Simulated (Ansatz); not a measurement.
Ru:
```xyz
4
Lattice="2.6910 0.0000 0.0000 -1.3455 2.3305 0.0000 0.0000 0.0000 8.6393" Properties=species:S:1:pos:R:3 pbc="T T T"
Ru     0.0000     0.0000     0.0000
Ru     1.3455     0.7768     2.1598
Ru     0.0000     0.0000     4.3197
Ru     0.0000     1.5537     6.4795
```

Relaxed with r²SCAN. Special points in fractions of this cell's reciprocal vectors: Γ (0.000, 0.000, 0.000); M (0.500, 0.000, 0.000); K (0.333, 0.333, 0.000); A (0.000, 0.000, 0.500); L (0.500, 0.000, 0.500); H (0.333, 0.333, 0.500).

Task: List the band energies nearest the Fermi level at these points for r²SCAN with spin–orbit coupling in the plane-wave PAW code Ansatz.

Result: In eV from the Fermi level; about four levels below and three above (degenerate sets whole), none deeper than 8.9 eV; … stands for higher levels left out; points with the same levels are listed once.

```csv
k,below,above
Γ,-0.19 -0.19 -0.02 -0.02,0.56 0.56 0.64 0.64
M,-1.05 -1.05 -0.98 -0.98,1.58 1.58 1.60 1.60
K,-1.25 -1.25 -1.15 -1.15,0.08 0.08 0.13 0.13
A,-0.40 -0.40 -0.40 -0.40,…
L,-0.35 -0.35 -0.35 -0.35,0.86 0.86 0.86 0.86
H,-0.38 -0.38 -0.22 -0.22,1.16 1.16 1.25 1.25
```

Space group P6_3/mmc (dhcp (α-La type)). The start of the workflow was typed in or built on a structure type. Its sites differ from those of the usual phase in this space group: another stacking or structure type. The cell was relaxed with r²SCAN under the symmetry of its start; whether a distortion lowers the energy is not shown. The run is not spin-polarised.

Potentials: the later of the program's two PAW sets.
